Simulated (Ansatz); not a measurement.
**Question.** Each is relaxed and computed with the program Ansatz at the LDA level (PAW). Which is the only one with a gap?
(A) Ta2C, P-3m1 (Ta on 2d, C on 1a)
(B) TaCuN2, R-3m (Ta on 3b, Cu on 3a, N on 6c)
(C) TaGe2, P6/mmm (Ta on 1a, Ge on 2d)
(D) GeP3, R-3m (Ge on 6c, P on 18h)

**Answer.** B, TaCuN2, R-3m (Ta on 3b, Cu on 3a, N on 6c). TaCuN2: gap 0.32 eV (indirect); GeP3: metal; Ta2C: metal; TaGe2: metal. Constructed cells (a structure type filled with these elements, in neither database checked): TaGe2, P6/mmm (Ta on 1a, Ge on 2d). Standing as an ambient phase not checked: TaCuN2, R-3m (Ta on 3b, Cu on 3a, N on 6c); GeP3, R-3m (Ge on 6c, P on 18h); Ta2C, P-3m1 (Ta on 2d, C on 1a). Weakly bound layers, chains or molecules computed without a dispersion correction, so cells and soft constants are ill determined: GeP3, R-3m (Ge on 6c, P on 18h). Unstable at this level: TaGe2, P6/mmm (Ta on 1a, Ge on 2d). All cells were relaxed under the symmetry of their starts (and spin orders); stability against distortions was not tested throughout. Rows with no word on spin ran without spin polarisation. Spin–orbit coupling is left out wherever it is not named.

Potentials: the later of the program's two PAW sets.
